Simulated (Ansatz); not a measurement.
ScPd3C (anti-perovskite), relaxed with PBE (Ansatz, a first-principles code, plane waves, PAW): a = 4.2018 Å, b = 4.2018 Å, c = 4.2018 Å, α = 90.00°, β = 90.00°, γ = 90.00°.

| Item | Result |
|---|---|
| ΔH_f (eV/atom) | -0.19 |
| B₀ by P(V) fit (GPa) | 166 |

**Question.** The same phase is relaxed and computed with r²SCAN in the same code. What are the cell and these values now?

**Answer.** a = b = c = 4.1790 Å, α = β = γ = 90.00°.

ΔH_f (eV/atom): -0.20
B₀ by P(V) fit (GPa): 178

Typed or built starts, not in the databases checked: ScPd3C, anti-perovskite. All cells were relaxed under the symmetry of their starts (and spin orders); stability against distortions was not tested throughout. Rows with no word on spin ran without spin polarisation. Spin–orbit coupling is left out wherever it is not named.

Potentials: the later of the program's two PAW sets.

Ansatz is a plane-wave DFT program.

Formation energies count from the lowest solids of the elements computed at the same level, not from gases.
